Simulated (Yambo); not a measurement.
Yambo run on Ca2FeH6 (space group Fm-3m, No. 225). The wavefunctions come from this Quantum ESPRESSO step (PBEsol, PseudoDojo standard norm-conserving files, scalar-relativistic):

```
&CONTROL
  calculation = 'nscf'
  pseudo_dir = './pseudo'
  outdir = './out'
/
&SYSTEM
  ibrav = 0
  nat = 9
  ntyp = 3
  ecutwfc = 90.0
  ecutrho = 360.0
  occupations = 'fixed'
  force_symmorphic = .true.
  nbnd = 164
/
&ELECTRONS
  conv_thr = 9.000000000000001e-09
  diago_full_acc = .true.
  diago_thr_init = 1e-08
/
ATOMIC_SPECIES
H 1.0080 H.upf
Ca 40.0780 Ca.upf
Fe 55.8450 Fe.upf
CELL_PARAMETERS angstrom
  0.000000000000   3.496080000000   3.496080000000
  3.496080000000   0.000000000000   3.496080000000
  3.496080000000   3.496080000000   0.000000000000
ATOMIC_POSITIONS crystal
H   0.771970000000   0.228030000000   0.228030000000
H   0.228030000000   0.771970000000   0.771970000000
H   0.228030000000   0.771970000000   0.228030000000
H   0.771970000000   0.228030000000   0.771970000000
H   0.228030000000   0.228030000000   0.771970000000
H   0.771970000000   0.771970000000   0.228030000000
Ca   0.250000000000   0.250000000000   0.250000000000
Ca   0.750000000000   0.750000000000   0.750000000000
Fe   0.000000000000   0.000000000000   0.000000000000
K_POINTS automatic
4 4 4 0 0 0
```

Yambo input:

```
rim_cut
gw0
dyson
el_el_corr
HF_and_locXC
ppa
em1d
RandQpts= 1000000
RandGvec= 1 Ry
EXXRLvcs= 90 Ry
VXCRLvcs= 360 Ry
Chimod= "HARTREE"
% BndsRnXp
 5 | 161 |
%
NGsBlkXp= 8 Ry
% LongDrXp
 1.0 | 1.0 | 1.0 |
%
PPAPntXp= 27.2114 eV
% GbndRnge
 1 | 161 |
%
GTermKind= "BG"
DysSolver= "n"
ExtendOut
% QPkrange
 1 | 1 | 21 | 22 |
 3 | 3 | 21 | 22 |
 7 | 7 | 21 | 22 |
 8 | 8 | 21 | 22 |
%
```

k points by index: 1 = Γ, 3 = L, 7 = X, 8 = W.

The o-*.qp file then holds:

```
#    K-point    Band    Eo [eV]    E [eV]    E-Eo [eV]    Vxc [eV]    Vnlxc [eV]    Sc|Eo [eV]    Sc|E [eV]    dSc/dw|Eo [eV]    Re(Z)    Im(Z)
#
    1    21    -0.078778    -0.245315    -0.166536    -24.16092    -29.66628    5.275063    5.338829    -10.40560    0.723374    -0.002089
    1    22    2.755192    4.105943    1.350751    -19.38144    -12.47570    -5.143035    -5.554996    -8.293177    0.766370    -0.006173
    3    21    -0.087010    -0.223165    -0.136155    -24.05361    -29.42513    5.183423    5.235371    -10.36601    0.724136    -0.002089
    3    22    2.651070    3.809027    1.157957    -19.75448    -13.33686    -4.899918    -5.259659    -8.450253    0.763024    -0.003895
    7    21    -0.008302    -0.110482    -0.102180    -24.57657    -29.98360    5.265519    5.304858    -10.45513    0.722423    -0.002054
    7    22    1.269724    2.373571    1.103847    -20.62459    -14.85908    -4.324504    -4.661662    -8.310383    0.766045    -0.001548
    8    21    0.000000    -0.103980    -0.103980    -24.65157    -30.08700    5.291347    5.331445    -10.47249    0.722090    -0.002053
    8    22    1.674732    2.749355    1.074623    -19.00742    -13.26764    -4.352206    -4.665147    -7.923192    0.774487    -0.001533
```
(The two width columns are left out.) Convergence of these settings isn't established.

Geometry of the Materials Project entry, not relaxed at this level.

The structure is a Materials Project entry; no match was found in the copy of COD used, and its stability was not checked.

The runs are not spin-polarised; magnetic order was not tried.
